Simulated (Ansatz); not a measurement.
NaCl (CsCl type, Pm-3m), the program Ansatz at the LDA level (PAW): ε∞ = 2.89, cell volume 38.24 Å³. Infrared-active transverse modes:

| ω_TO (cm⁻¹) | oscillator strength S_xx (e²/amu) |
|---|---|
| 113.0 | 0.09770 |

Question: Compute the static dielectric constant.

Answer: Each mode adds (4.921e7/V) S/ω²: 9.84. So ε0 = 12.7.

Question: What LO frequency does the Lyddane–Sachs–Teller relation give?

Answer: ω_LO = ω_TO √(ε0/ε∞) = 237 cm⁻¹.

This is a known high-pressure phase of the composition, computed here at zero pressure and temperature. The LDA relaxation kept the symmetry of its start. At this level the phase is dynamically unstable (imaginary phonons).

Potentials: the later of the program's two PAW sets.
